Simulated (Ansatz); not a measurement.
**Ca (fcc)**

Method: PBEsol, scalar-relativistic; no spin polarisation; PAW, 420 eV, 14×14×14 k-mesh, Gaussian smearing of 0.05 eV; code Ansatz; PAW files: Ansatz's generated set soft_2.

```xyz
1
Lattice="0.0000 2.7292 2.7292 2.7292 0.0000 2.7292 2.7292 2.7292 0.0000" Properties=species:S:1:pos:R:3 pbc="T T T"
Ca    0.0000    0.0000    0.0000
```

Cell and atoms are those of this level's equilibrium.

Path: Γ–X–U | K–Γ–L–W–X, with Γ = (0.000, 0.000, 0.000), X = (0.500, 0.000, 0.500), U = (0.625, 0.250, 0.625), K = (0.375, 0.375, 0.750), L = (0.500, 0.500, 0.500), W = (0.500, 0.250, 0.750) in reciprocal vectors of the calculation's cell.

Q: Is it a metal or an insulator, and if it has a gap, where are the band edges on this path?

A: A metal: bands cross the Fermi level.

Levels between -3 and 2 eV from the Fermi level at the path's named points:
```tsv
point	below E_F (eV)	above E_F (eV)
Γ		
X	-0.48	0.56 1.04
U and K		0.03 0.41 0.88
L	-1.00 -0.11	
W		0.20 0.72 0.72
``` The relaxed cell is 7 % smaller in volume than the cell of this structure in the Crystallography Open Database (43.63 Å³/atom, 1959).
